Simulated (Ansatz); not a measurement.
WO3:
```yaml
crystal:
  lattice:
    - [3.79963, 0.00000, 0.00000]
    - [0.00000, 3.79963, 0.00000]
    - [0.00000, 0.00000, 3.79963]
  atoms:
    - { symbol: W, position: [0.00000, 0.00000, 0.00000] }
    - { symbol: O, position: [0.00000, 0.00000, 0.50000] }
    - { symbol: O, position: [0.50000, 0.00000, 0.00000] }
    - { symbol: O, position: [0.00000, 0.50000, 0.00000] }
```

Relaxed with PBEsol. Special points in fractions of this cell's reciprocal vectors: Γ (0.000, 0.000, 0.000); X (0.000, 0.500, 0.000); M (0.500, 0.500, 0.000); R (0.500, 0.500, 0.500).

Task: List the band energies nearest the valence-band maximum at these points for PBEsol in the plane-wave PAW code Ansatz.

Result: In eV from the valence-band maximum; about four levels below and three above (degenerate sets whole), none deeper than 8.9 eV; points with the same levels are listed once.

```tsv
k	below	above
Γ	-1.19 -1.19 -1.19 -1.04 -1.04 -1.04	0.59 0.59 0.59
X	-2.49 -1.49 -1.07 -1.07	0.64 4.13 4.13
M	-2.21 -1.94 -1.94 -0.01	4.15 4.15 5.52
R	-5.46 -5.46 -5.46 0.00 0.00 0.00	5.55 5.55 5.55
```

Space group Pm-3m (ReO3 type). The first step of the workflow began from a Materials Project structure, measured or hypothetical; the Crystallography Open Database copy checked does not list it. COD files the formula under space group No. 2, 14, 62, 129, 130, 191, so this cell is another polymorph or a model. Its standing as an ambient phase is unchecked. The cell was relaxed with PBEsol under the symmetry of its start. At this level the phase is dynamically unstable (imaginary phonons). No spin polarisation was allowed. No Hubbard U is applied. Spin–orbit coupling is left out wherever it is not named.

Potentials: the earlier of the program's two PAW sets.
